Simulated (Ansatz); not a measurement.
The calculation used Ansatz 0.2.0, DFT PBE, scalar-relativistic, plane waves, PAW. All cells share a 420 eV cutoff and Γ-centred k meshes spaced at most about 0.3 Å⁻¹ (about 0.25 or finer for metals, 2π included). No spin polarisation in the final relaxations.

All energies are static (0 K, no zero-point motion).

Two relaxed structures of Si₄C:

1.

```yaml
crystal:
  lattice:
    - [3.19478, 0.00000, 0.00000]
    - [-1.59739, 2.76676, 0.00000]
    - [0.00000, 0.00000, 16.11332]
  atoms:
    - { symbol: Si, position: [0.33333, 0.66667, 0.00000] }
    - { symbol: Si, position: [0.33333, 0.66667, 0.14626] }
    - { symbol: Si, position: [0.33333, 0.66667, 0.39500] }
    - { symbol: Si, position: [0.33333, 0.66667, 0.60500] }
    - { symbol: Si, position: [0.33333, 0.66667, 0.85374] }
    - { symbol: Si, position: [0.66667, 0.33333, 0.30191] }
    - { symbol: Si, position: [0.66667, 0.33333, 0.50000] }
    - { symbol: Si, position: [0.66667, 0.33333, 0.69809] }
    - { symbol: C, position: [0.66667, 0.33333, 0.18319] }
    - { symbol: C, position: [0.66667, 0.33333, 0.81681] }
```

2.

```yaml
crystal:
  lattice:
    - [2.85050, 0.00000, 0.00000]
    - [-1.42525, 2.46860, 0.00000]
    - [0.00000, 0.00000, 17.97979]
  atoms:
    - { symbol: Si, position: [0.33333, 0.66667, 0.81733] }
    - { symbol: Si, position: [0.33333, 0.66667, 0.05834] }
    - { symbol: Si, position: [0.33333, 0.66667, 0.44166] }
    - { symbol: Si, position: [0.33333, 0.66667, 0.68267] }
    - { symbol: Si, position: [0.66667, 0.33333, 0.94166] }
    - { symbol: Si, position: [0.66667, 0.33333, 0.18267] }
    - { symbol: Si, position: [0.66667, 0.33333, 0.31733] }
    - { symbol: Si, position: [0.66667, 0.33333, 0.55834] }
    - { symbol: C, position: [0.33333, 0.66667, 0.25000] }
    - { symbol: C, position: [0.66667, 0.33333, 0.75000] }
```

**Question.** Which form is favoured at zero pressure, and by what margin per atom?

**Answer.** Cell 1 is lower, by 289 meV/atom. Cell 1 has space group P-6m2 (No. 187), 14.2 Å³/atom and no gap on its mesh; cell 2 has space group P6_3/mmc (No. 194), 12.7 Å³/atom and no gap. Counting Si atoms around C (those within 1.25 times the shortest such distance or 1.15 times the sum of covalent radii), cell 1 has C 4 and cell 2 has C 6. Cell 1 holds Si–Si nets (shortest 2.36 Å); cell 2 holds Si–Si pairs (shortest 2.42 Å). The lower one is the more open, so pressure narrows the difference. Even the lower one lies +0.36 eV/atom against the reference forms of the elements (uncorrected), so neither is stable at this level. Both come from invented guesses.

Cells relaxed within their symmetry can be saddle points.
